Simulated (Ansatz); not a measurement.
MgV2C4O12, one structure, two calculations

Cell: a computed structure from the Materials Project (it need not be an observed phase), atoms as given.

Space group C2 (No. 5); a = 8.8100, b = 8.6401, c = 5.8729 Å, β = 109.92°.

| site | Wyckoff | site symmetry | x | y | z |
| --- | --- | --- | --- | --- | --- |
| Mg | 2a | 2 | 0.5000 | 0.9039 | 0.0000 |
| V2 | 2b | 2 | 0.5000 | 0.6954 | 0.5000 |
| V3 | 2a | 2 | 0.5000 | 0.3047 | 0.0000 |
| C4 | 4c | 1 | 0.2192 | 0.9058 | 0.4851 |
| C5 | 4c | 1 | 0.2125 | 0.0943 | 0.9630 |
| O8 | 4c | 1 | 0.3842 | 0.7117 | 0.1294 |
| O9 | 4c | 1 | 0.1598 | 0.9581 | 0.9640 |
| O10 | 4c | 1 | 0.1667 | 0.0424 | 0.4944 |
| O11 | 4c | 1 | 0.3696 | 0.8715 | 0.6181 |
| O13 | 4c | 1 | 0.3680 | 0.1129 | 0.0444 |
| O15 | 4c | 1 | 0.3677 | 0.2995 | 0.6508 |

One atom of each set is listed; the run and its k-mesh use a cell of 19 atoms with edges of 6.17, 6.17, 5.87 Å.

First run. Computed with Ansatz: DFT, PBE, plane waves and PAW, scalar-relativistic, collinear spin, 420 eV cutoff, Γ-centred 4×4×4 k-points, Fermi–Dirac smearing 0.02 eV. Start moments as typed (μB): 2 on each V, none on the rest.

| site | V_zz (10²¹ V/m²) | η | m (μB) |
| --- | --- | --- | --- |
| Mg | 1.12 | 0.09 | 0.00 |
| V2 | 6.35 | 0.48 | 1.55 |
| V3 | -6.18 | 0.54 | 1.48 |
| C4 | 2.02 | 0.17 | 0.01 |
| C5 | 2.23 | 0.26 | 0.01 |
| O8 | -13.16 | 0.96 | 0.00 |
| O9 | 12.46 | 0.97 | 0.00 |
| O10 | 12.65 | 0.80 | -0.01 |
| O11 | 12.59 | 0.71 | 0.00 |
| O13 | 11.53 | 0.44 | -0.01 |
| O15 | 11.86 | 0.91 | -0.01 |

Second run. The same atoms and settings, except that the mesh is 6×6×6 and the Fermi–Dirac smearing is 0.05 eV.

(1) Given the first result, estimate the second.

Results:

(1) 

```tsv
site	V_zz	η	change of V_zz	m (μB)
Mg	1.13	0.10	+0.01	0.00
V2	5.69	0.60	-0.66	1.56
V3	-5.76	0.50	+0.42	1.48
C4	2.01	0.16	-0.01	0.01
C5	2.23	0.25	0.00	0.01
O8	-13.19	0.96	-0.03	0.00
O9	12.46	0.97	0.00	0.00
O10	12.66	0.82	+0.01	-0.01
O11	12.57	0.71	-0.02	0.00
O13	11.53	0.44	0.00	-0.01
O15	11.85	0.90	-0.01	-0.01
```

The largest change of V_zz is on V2, from 6.35 to 5.69. In per cent, |V_zz| changes by -10 to -7 on V, 0 on C, 0 on O (all sites that start above 2).

The largest force is 0.5 eV/Å, so the atoms aren't at the calculated equilibrium and relaxing them would move these values. Semilocal functionals can leave a metal where correlation in the d or f shell opens a gap in the real compound, and that would change the values at and beside V. All moments are parallel here, as the start or the cell imposes; many such compounds order antiparallel, where fields and spin densities carried over to other atoms largely cancel. The magnetic order is the one that the run reached from its start moments, not necessarily the measured one.
